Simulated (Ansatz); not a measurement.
Y3Si5 (P-62m), relaxed with r²SCAN (Ansatz, a first-principles code, plane waves, PAW): a = b = 6.6398 Å, c = 4.1647 Å, α = β = 90.00°, γ = 120.00°.

| Quantity | Value |
|---|---|
| ΔH_f (eV/atom) | -0.72 |
| B₀ by P(V) fit (GPa) | 77.1 |

The same phase is relaxed and computed with PBE in the same code. What are the cell and these values now?

a = b = 6.5835 Å, c = 4.1944 Å, α = β = 90.00°, γ = 120.00°.

ΔH_f (eV/atom): -0.69
B₀ by P(V) fit (GPa): 77.2

Typed or built starts, not in the databases checked: Y3Si5, P-62m (Y on 3f, Si on 2d, Si on 3g). All cells were relaxed under the symmetry of their starts (and spin orders); stability against distortions was not tested throughout. Rows with no word on spin ran without spin polarisation. Scalar-relativistic: spin–orbit coupling is off unless named, which matters more the heavier the elements.

Potentials: the later of the program's two PAW sets.

Ansatz is a plane-wave DFT program.

Formation energies count from the lowest solids of the elements computed at the same level, not from gases.
